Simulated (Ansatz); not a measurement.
# MgAu (Pm-3m), a vibration from a frozen displacement

Method: Ansatz 0.2.0, DFT r2SCAN, scalar-relativistic, plane waves, PAW. The runs took a 500 eV cutoff, a Γ-centred 14×14×14 mesh and Gaussian smearing (0.15 eV). Spin–orbit coupling is left out, which matters for the heavy elements here. No spin polarisation. Energies are free energies at this smearing, counted from the undisturbed cell; pressure is positive in compression.

The starting cell (as given, not relaxed at this level; it stands at 1.1 GPa, and it needn't be the usual structure):

```
Mg Au
1.0
     3.25900    0.00000    0.00000
     0.00000    3.25900    0.00000
     0.00000    0.00000    3.25900
Mg Au
1 1
Direct
  0.50000 0.50000 0.50000
  0.00000 0.00000 0.00000
```

Every Au atom is moved by x along the Cartesian unit vector (-1.000, 0.000, 0.000); the cell and all other atoms stay fixed. The cell's volume is 34.61 Å³; the moved atoms weigh 196.967 u together and the others 24.305 u. Some rows repeat others by symmetry and weren't run.

```csv
x (Å),ΔE (meV/cell),total force on the moved atoms along the move (eV/Å),pressure (GPa)
-0.2000,66.98,0.6707,2.3500
-0.1750,51.26,0.5866,2.0542
-0.1500,37.65,0.5026,1.7969
-0.1250,26.14,0.4187,1.5786
-0.1000,16.73,0.3349,1.3996
-0.0750,9.41,0.2512,1.2601
-0.0500,4.18,0.1675,1.1603
0.0000,0.00,0.0000,1.0804
0.0500,4.18,-0.1675,1.1603
0.0750,9.41,-0.2512,1.2601
0.1000,16.73,-0.3349,1.3996
0.1250,26.14,-0.4187,1.5786
0.1500,37.65,-0.5026,1.7969
0.1750,51.26,-0.5866,2.0542
0.2000,66.98,-0.6707,2.3500
```

Task: What frequency belongs to this motion?

Result: The force constant is k = −dF/dx = 3.350 eV/Å², from the parabola through x = -0.0500, 0 and 0.0500. In every cell the moved atoms swing against the rest, so the mass is μ = m₁m₂/(m₁ + m₂) = 21.635 u, and ν̃ = 521.5 cm⁻¹ × √(|k|/μ) = 205 cm⁻¹, at this cell's pressure of 1.1 GPa. To first order in x, and within 1 %, the force on every atom lies along the move and, within each of the two groups, in proportion to the atom's mass, so this is itself a mode at the zone centre of this cell.

Task: How far does the harmonic law reach?

Result: At x = -0.200 Å, kx²/2 = 67.00 meV against the computed 66.98 meV (-0.0 %): the well is still close to harmonic there.

Task: The pressure changes with x². What does that say about the frequency under compression?

Result: With E = k(V)x²/2, k ∝ V^(−2γ) and x scaling with the cell as V^(1/3), P − P0 = −∂E/∂V = (2γ − 2/3) ΔE/V. At x = 0.0750 Å, V(P − P0) = 34.61 × 0.17967 / 160.2 eV = 38.82 meV and ΔE = 9.41 meV, so γ = 1/3 + V(P − P0)/(2ΔE) = 2.40. This is the Grüneisen parameter of the motion under uniform scaling of the cell: shrinking the cell evenly by 1 % in volume raises the frequency by about 2.40 %.

In a metal these slopes depend on the k mesh and the smearing.